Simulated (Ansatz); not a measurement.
# Does relaxation matter for the field gradients of GaSb with arsenic replacing Sb?

Start: a supercell of GaSb (zinc blende type, F-43m) built from a structure deposited in the COD (the entry's cell lengths or inner coordinates differ somewhat from later room-temperature determinations), with all atoms left at the host's positions.

Space group F-43m (No. 216); a = 18.3540 Å.

```csv
site,Wyckoff,site symmetry,x,y,z
Ga1,16e,.3m,0.4167,0.0833,0.4167
Ga3,24g,2.mm,0.7500,0.0833,0.7500
Ga5,48h,..m,0.7500,0.9167,0.5833
Ga14,4d,-43m,0.7500,0.7500,0.7500
Ga18,16e,.3m,0.0833,0.5833,0.9167
As,4a,-43m,0.5000,0.0000,0.5000
Sb29,48h,..m,0.6667,0.0000,0.6667
Sb32,16e,.3m,0.8333,0.8333,0.6667
Sb36,16e,.3m,0.1667,0.6667,0.8333
Sb42,24f,2.mm,0.0000,0.6667,0.0000
```

One atom of each set is listed; the run and its k-mesh use a cell of 54 atoms with edges of 12.98, 12.98, 12.98 Å.

Level of theory: DFT, PBE, plane waves and PAW, scalar-relativistic, 420 eV cutoff, Γ-centred 2×2×2 k-points, Fermi–Dirac smearing 0.01 eV (Ansatz 0.2.0).

The largest force at the start is 0.86 eV/Å. Relaxing the ions at fixed cell moves them by 0.129 Å at most (atom 1, Ga) and 0.038 Å rms.

| site | moved (Å) | first shell before | first shell after | V_zz before (10²¹ V/m²) | η before |
| --- | --- | --- | --- | --- | --- |
| Ga1 | 0.129 | 1 As at 2.65 Å, 3 Sb at 2.65 Å | 1 As at 2.52 Å, 3 Sb at 2.67 Å | 2.29 | 0.00 |
| Ga3 | 0.001 | 4 Sb at 2.65 Å | 4 Sb at 2.65–2.67 Å | 0.059 | 0.00 |
| Ga5 | 0.006 | 4 Sb at 2.65 Å | 4 Sb at 2.65 Å | 0.034 | 0.79 |
| Ga18 | 0.005 | 4 Sb at 2.65 Å | 4 Sb at 2.65 Å | -0.004 | 0.00 |
| As | 0.000 | 4 Ga at 2.65 Å | 4 Ga at 2.52 Å | 0.00 | – |
| Sb29 | 0.027 | 4 Ga at 2.65 Å | 4 Ga at 2.65–2.67 Å | 0.50 | 0.66 |
| Sb32 | 0.001 | 4 Ga at 2.65 Å | 4 Ga at 2.65 Å | 0.11 | 0.00 |
| Sb36 | 0.003 | 4 Ga at 2.65 Å | 4 Ga at 2.65 Å | 0.081 | 0.00 |
| Sb42 | 0.005 | 4 Ga at 2.65 Å | 4 Ga at 2.65 Å | -0.081 | 0.67 |

(1) What are V_zz and η after the relaxation?

Results:

(1) 

| site | V_zz after | η after | change of V_zz |
| --- | --- | --- | --- |
| Ga1 | 0.057 | 0.00 | -2.23 |
| Ga3 | -0.54 | 0.60 | – |
| Ga5 | 0.20 | 0.23 | +0.17 |
| Ga18 | 0.11 | 0.00 | +0.11 |
| As | 0.00 | – | 0.00 |
| Sb29 | 1.90 | 0.04 | +1.40 |
| Sb32 | -0.039 | 0.00 | -0.14 |
| Sb36 | -0.29 | 0.00 | -0.37 |
| Sb42 | -0.16 | 0.77 | -0.08 |

The largest change of V_zz along a kept axis is on Ga1, from 2.29 to 0.057. Small gradients that grow severalfold: Sb29 (0.50 to 1.90). In per cent, |V_zz| changes by -98 on Ga (all sites that start above 2). On Sb29 V_xx and V_yy change places (or their axes turn by over 50°), so the two values of η hide a larger change. V_zz changes sign on Sb32 (same axis), Sb36 (same axis). On Ga3 the largest principal value lies along another axis in the second run, so the two V_zz can't be compared directly. Other sites without a gradient aren't listed.

The run isn't spin-polarised, and a state with spin may lie lower. The defect repeats with the cell of 54 atoms, so it feels its images: sites between two images don't show the values beside a lone defect, and zeros or small values of η there can come from the images' arrangement. The defect cell has no gap above 0.1 eV on its mesh, so the values can hang on the smearing and the k-mesh. Without spin–orbit coupling (the program notes it for Sb) the gradients can shift by some per cent, and by up to a factor of two as the program warns, since there is no gap.
Before: The neighbours have not yet relaxed around the defect (largest force 0.86 eV/Å), and relaxing can change the values around it severalfold.
After: The relaxation keeps the site symmetry -43m of the start, so the impurity can't leave its site; a distortion that would localise the partly filled state isn't explored. With these PAW files V_zz is typically within 2 to 3 % of all-electron values, but misses above 10 % occur on Sb.
